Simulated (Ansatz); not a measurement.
Relaxation of a relaxed ZnSnN2 cell shaken by Gaussian noise of σ = 0.08 Å a coordinate; 8 atoms in the cell, which starts as P1 (No. 1), aP8; a = 4.746 Å, b = 4.746 Å, c = 5.847 Å, α = 113.94°, β = 113.94°, γ = 90.00°. These are r2SCAN (plane waves to 500 eV, PAW, scalar-relativistic; Ansatz, a quantum-chemistry and plane-wave program) values and carry that method's errors. Γ-centred k-mesh 6×6×7 on the run's cell (coarser than for final values), Fermi–Dirac smearing 0.05 eV. This is the first round of the run. 

The optimiser's lines from the output (shortened; P is positive under compression):

```
relax step   1: F+E_penalty+E_count = -20266.62672408 eV  Δ(F+E_penalty+E_count) = +0.000e0 eV  max|allowed force component| = 3.490e0 eV/Å  Δτ_max = 0.0000 Å  P = +5.963 GPa  Ω = 107.818 Å³  (9 SCF iters, dr2 threshold 1.00e-7 eV, accepted)
relax step   2: F+E_penalty+E_count = -20268.13942205 eV  Δ(F+E_penalty+E_count) = -1.513e0 eV  max|allowed force component| = 1.790e0 eV/Å  Δτ_max = 0.1969 Å  P = +3.712 GPa  Ω = 106.107 Å³  (9 SCF iters, dr2 threshold 8.00e-7 eV, accepted)
relax step   3: F+E_penalty+E_count = -20268.51954681 eV  Δ(F+E_penalty+E_count) = -3.801e-1 eV  max|allowed force component| = 4.650e-2 eV/Å  Δτ_max = 0.1413 Å  P = +0.460 GPa  Ω = 107.479 Å³  (8 SCF iters, dr2 threshold 8.00e-7 eV, accepted)
relax step   4: F+E_penalty+E_count = -20268.52063719 eV  Δ(F+E_penalty+E_count) = -1.090e-3 eV  max|allowed force component| = 8.876e-3 eV/Å  Δτ_max = 0.0052 Å  P = -0.042 GPa  Ω = 107.849 Å³  (6 SCF iters, dr2 threshold 8.00e-7 eV, accepted)
relax step   5: F+E_penalty+E_count = -20268.52068244 eV  Δ(F+E_penalty+E_count) = -4.525e-5 eV  max|allowed force component| = 3.743e-3 eV/Å  Δτ_max = 0.0008 Å  P = +0.003 GPa  Ω = 107.817 Å³  (5 SCF iters, dr2 threshold 2.26e-8 eV, accepted)
relax step   6: F+E_penalty+E_count = -20268.52068661 eV  Δ(F+E_penalty+E_count) = -4.164e-6 eV  max|allowed force component| = 5.819e-5 eV/Å  Δτ_max = 0.0002 Å  P = +0.000 GPa  Ω = 107.819 Å³  (6 SCF iters, dr2 threshold 1.03e-9 eV, accepted)
relax step   7: F+E_penalty+E_count = -20268.52068682 eV  Δ(F+E_penalty+E_count) = -2.129e-7 eV  max|allowed force component| = 5.789e-5 eV/Å  Δτ_max = 0.0000 Å  P = -0.003 GPa  Ω = 107.819 Å³  stress off target by 4.14e-3 GPa  SCF on the basis re-selected at this cell (its energy is not comparable with the rows above)  (4 SCF iters)
```

From the first to the last row the energy changes by -0.24 eV/atom and the volume by 0.0 %. The last row is marked as not comparable with the walk above it, whose basis was carried along; it does compare with step 1, since both stand on a basis selected at the nominal cutoff for their own cell.

Later rounds, restarted from the end of this one on a renewed k-mesh, logged 2 more steps and released under 0.01 eV/atom more. The final structure after all rounds: I-42d (No. 122), tI16, chalcopyrite type; a = b = 4.746 Å, c = 9.575 Å, α = β = γ = 90.00°. No spin polarisation in the result.

The relaxed structure here is a generated cell of ZnSnN2: the first start was made by placing the elements on the sites of a structure type, and the end was not matched to a known phase here, so it may be hypothetical.
